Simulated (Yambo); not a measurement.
# Optical response of BeO at -1.5 % isotropic strain

```
CELL_PARAMETERS angstrom
      2.65053     0.00000     0.00000
     -1.32527     2.29543     0.00000
      0.00000     0.00000     4.30367
ATOMIC_POSITIONS crystal
  Be 0.33333 0.66667 0.99986
  Be 0.66667 0.33333 0.49986
  O  0.33333 0.66667 0.37764
  O  0.66667 0.33333 0.87764
```

Yambo, RPA with local fields on PBEsol bands shifted by a G0W0 scissor of 2.83 eV; 21×21×12 mesh, 25 bands, 4 Ry local-field block, 0.2 eV broadening; field along x.

```tsv
E (eV)	Im ε	Re ε	Im ε, independent particles
0.0	0.00	2.67	0.00
0.4	0.00	2.68	0.00
0.8	0.00	2.68	0.00
1.1	0.00	2.68	0.00
1.5	0.00	2.69	0.00
1.9	0.00	2.69	0.00
2.2	0.01	2.70	0.01
2.6	0.01	2.71	0.01
3.0	0.01	2.73	0.01
3.4	0.01	2.74	0.01
3.8	0.01	2.76	0.01
4.1	0.01	2.78	0.01
4.5	0.01	2.80	0.01
4.9	0.01	2.82	0.01
5.2	0.02	2.85	0.02
5.6	0.02	2.88	0.02
6.0	0.02	2.91	0.02
6.4	0.02	2.95	0.02
6.8	0.02	2.99	0.03
7.1	0.03	3.04	0.03
7.5	0.03	3.09	0.03
7.9	0.03	3.15	0.04
8.2	0.04	3.22	0.04
8.6	0.04	3.30	0.05
9.0	0.05	3.39	0.05
9.4	0.06	3.49	0.06
9.8	0.07	3.62	0.08
10.1	0.09	3.77	0.10
10.5	0.13	3.97	0.13
10.9	0.24	4.25	0.24
11.2	0.51	4.45	0.50
11.6	0.73	4.57	0.70
12.0	0.91	4.70	0.87
12.4	1.12	4.91	1.07
12.8	1.44	5.22	1.40
13.1	2.02	5.75	2.03
13.5	3.20	5.56	3.32
13.9	3.81	5.09	4.11
14.2	4.74	4.41	5.35
14.6	4.82	3.24	5.33
15.0	4.62	2.49	5.06
15.4	4.16	1.95	4.45
15.8	3.77	1.77	4.01
16.1	3.69	1.59	3.95
16.5	3.28	1.16	3.44
16.9	2.58	1.31	2.77
17.2	2.45	1.80	2.77
17.6	2.70	2.30	3.30
18.0	3.31	2.14	4.23
18.4	3.48	1.88	4.60
18.8	3.59	1.45	4.73
19.1	3.48	1.22	4.51
19.5	3.51	1.25	4.53
19.9	3.78	0.92	4.52
```

Peak heights and small wiggles depend on the k mesh. Convergence of the RPA response with its 21×21×12 mesh was not tested. The scissor comes from a G0W0 run whose convergence isn't established. No excitonic effects at this level.

Geometry strained from the cell relaxed with PBEsol, atoms relaxed again.
